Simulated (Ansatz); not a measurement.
Hf (hcp (Mg type), P6_3/mmc), a = 3.205 Å, b = 3.205 Å, c = 5.067 Å, α = 90.00°, β = 90.00°, γ = 120.00°.

Relaxed with PBE.

### Question
Which orbitals make up the states near the Fermi level in PBE in the plane-wave PAW code Ansatz?

### Answer
Within 0.5 eV of the Fermi level: Hf 5d 89 %, outside the projected shells 6 %. Projections are on Löwdin-orthogonalised atomic valence shells; empty p or d shells of many metals are not among them.

### Question
Tabulate the density of states.

### Answer
States/eV per cell of 2 atoms, in 0.25 eV bins, energy from the Fermi level.

| E (eV) | total | Hf 5d | Hf 6s | Hf 5p |
|---|---|---|---|---|
| -7.85 | 0.00 | 0.00 | 0.00 | 0.00 |
| -7.60 | 0.00 | 0.00 | 0.00 | 0.00 |
| -7.35 | 0.02 | 0.00 | 0.01 | 0.00 |
| -7.10 | 0.08 | 0.00 | 0.07 | 0.00 |
| -6.85 | 0.12 | 0.00 | 0.11 | 0.00 |
| -6.60 | 0.15 | 0.00 | 0.14 | 0.00 |
| -6.35 | 0.18 | 0.00 | 0.17 | 0.00 |
| -6.10 | 0.21 | 0.01 | 0.19 | 0.00 |
| -5.85 | 0.25 | 0.01 | 0.22 | 0.01 |
| -5.60 | 0.28 | 0.02 | 0.24 | 0.01 |
| -5.35 | 0.32 | 0.03 | 0.27 | 0.01 |
| -5.10 | 0.36 | 0.05 | 0.29 | 0.01 |
| -4.85 | 0.41 | 0.08 | 0.32 | 0.01 |
| -4.60 | 0.47 | 0.11 | 0.34 | 0.01 |
| -4.35 | 0.55 | 0.16 | 0.37 | 0.01 |
| -4.10 | 0.67 | 0.24 | 0.39 | 0.02 |
| -3.85 | 0.87 | 0.41 | 0.43 | 0.02 |
| -3.60 | 1.39 | 0.86 | 0.49 | 0.02 |
| -3.35 | 1.43 | 0.96 | 0.42 | 0.02 |
| -3.10 | 1.33 | 0.95 | 0.34 | 0.02 |
| -2.85 | 1.36 | 1.03 | 0.29 | 0.02 |
| -2.60 | 1.67 | 1.38 | 0.25 | 0.02 |
| -2.35 | 1.67 | 1.44 | 0.19 | 0.02 |
| -2.10 | 1.96 | 1.80 | 0.12 | 0.03 |
| -1.85 | 1.41 | 1.30 | 0.07 | 0.02 |
| -1.60 | 1.71 | 1.59 | 0.07 | 0.03 |
| -1.35 | 2.27 | 2.09 | 0.09 | 0.04 |
| -1.10 | 2.80 | 2.52 | 0.14 | 0.04 |
| -0.85 | 3.42 | 3.06 | 0.17 | 0.05 |
| -0.60 | 2.25 | 2.04 | 0.09 | 0.03 |
| -0.35 | 1.16 | 1.04 | 0.05 | 0.01 |
| -0.10 | 1.34 | 1.18 | 0.06 | 0.01 |
| 0.15 | 2.11 | 1.86 | 0.09 | 0.02 |
| 0.40 | 3.57 | 3.19 | 0.17 | 0.03 |
| 0.65 | 3.37 | 2.95 | 0.19 | 0.02 |
| 0.90 | 3.48 | 2.95 | 0.22 | 0.02 |
| 1.15 | 2.97 | 2.50 | 0.17 | 0.02 |
| 1.40 | 2.88 | 2.62 | 0.10 | 0.01 |
| 1.65 | 3.04 | 2.86 | 0.06 | 0.01 |
| 1.90 | 1.96 | 1.85 | 0.03 | 0.01 |
| 2.15 | 1.32 | 1.26 | 0.02 | 0.00 |
| 2.40 | 1.26 | 1.20 | 0.01 | 0.00 |
| 2.65 | 1.26 | 1.21 | 0.01 | 0.00 |
| 2.90 | 1.24 | 1.19 | 0.01 | 0.00 |
| 3.15 | 1.23 | 1.18 | 0.02 | 0.00 |
| 3.40 | 1.24 | 1.19 | 0.02 | 0.00 |
| 3.65 | 1.26 | 1.20 | 0.03 | 0.00 |
| 3.90 | 1.30 | 1.22 | 0.04 | 0.00 |
| 4.15 | 1.37 | 1.27 | 0.05 | 0.00 |
| 4.40 | 1.62 | 1.48 | 0.08 | 0.00 |

The PBE relaxation kept the symmetry of its start. The run is not spin-polarised. Axis ratios of metals converge slowly with the k-mesh, so a and c are less sure than the volume. Spin–orbit coupling is left out wherever it is not named.

Potentials: the later of the program's two PAW sets.
